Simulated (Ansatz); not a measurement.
In plane-wave PAW PBEsol (Ansatz code), Cu in the simple cubic structure (Pm-3m) relaxes to a = 2.360 Å. Cu has 6 nearest neighbours from 2.36 Å (octahedral).

Electronic character: metallic (no gap).

An equation-of-state fit gives a bulk modulus of 123 GPa. The relaxed-ion elastic constants in GPa are C11 = 338, C12 = 16.2, C44 = -32.5.

The start of the workflow was typed in or built on a structure type; neither database checked (COD, Materials Project) lists it. It is not the phase usual at ambient conditions (space group No. 225). The cell was relaxed with PBEsol under the symmetry of its start. At this level the phase is mechanically unstable. The run is not spin-polarised. As this level gives no gap, shear constants depend on the k-mesh and smearing (Fermi–Dirac, 0.1 eV here).

Potentials: the later of the program's two PAW sets.
